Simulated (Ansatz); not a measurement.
ZrN (rock salt, space group No. 225) at seven volumes, the program Ansatz at the PBE level (PAW), scaled uniformly. One row is withheld.

```json
[
 {"V (Å³/atom)": "11.033", "P (GPa)": "28.82"},
 {"V (Å³/atom)": "11.396", "P (GPa)": "17.64"},
 {"V (Å³/atom)": "11.760", "P (GPa)": "8.12"},
 {"V (Å³/atom)": "12.124", "P (GPa)": "0.01"},
 {"V (Å³/atom)": "12.488", "P (GPa)": "?"},
 {"V (Å³/atom)": "12.851", "P (GPa)": "-12.80"},
 {"V (Å³/atom)": "13.215", "P (GPa)": "-17.82"}
]
```

**Question.** Fit the shown pressures and predict the withheld one.

**Answer.** P = (3/2)B₀(x^(7/2) − x^(5/2))[1 + (3/4)(B′ − 4)(x − 1)] with x = (V₀/V)^(2/3). Least squares on the six rows gives V₀ = 12.124 Å³/atom, B₀ = 249 GPa, B′ = 4.32. At V = 12.488, x = 0.9805 and P = -6.91 GPa. The run itself gave -6.91 GPa.

Space group Fm-3m (rock salt). The cell was relaxed with PBE under the symmetry of its start. No spin polarisation was allowed.

Potentials: the later of the program's two PAW sets.
